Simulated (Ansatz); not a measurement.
GaP:
```
CELL_PARAMETERS angstrom
      1.92093     1.10905     6.37184
     -1.92093     1.10905     6.37184
      0.00000    -2.21810     6.37184
ATOMIC_POSITIONS crystal
  Ga 0.43576 0.43576 0.43576
  Ga 0.56424 0.56424 0.56424
  P  0.05768 0.05768 0.05768
  P  0.94232 0.94232 0.94232
```

Relaxed with r²SCAN.

Give the Bader charges and basin volumes of the independent atoms, the program Ansatz at the r²SCAN level (PAW).



```csv
atom,Bader charge (e),Bader volume (Å³)
Ga1,+0.63,17.3
P3,-0.63,23.4
```

Space group R-3m. The workflow started from a Materials Project entry (that database holds measured and hypothetical structures alike); the Crystallography Open Database copy checked does not list it. It is not the phase usual at ambient conditions (space group No. 216). Symmetry was held in the r²SCAN relaxation; whether a distortion lowers the energy is not shown. Scalar-relativistic: spin–orbit coupling is off unless named, which matters more the heavier the elements.

Potentials: the later of the program's two PAW sets.
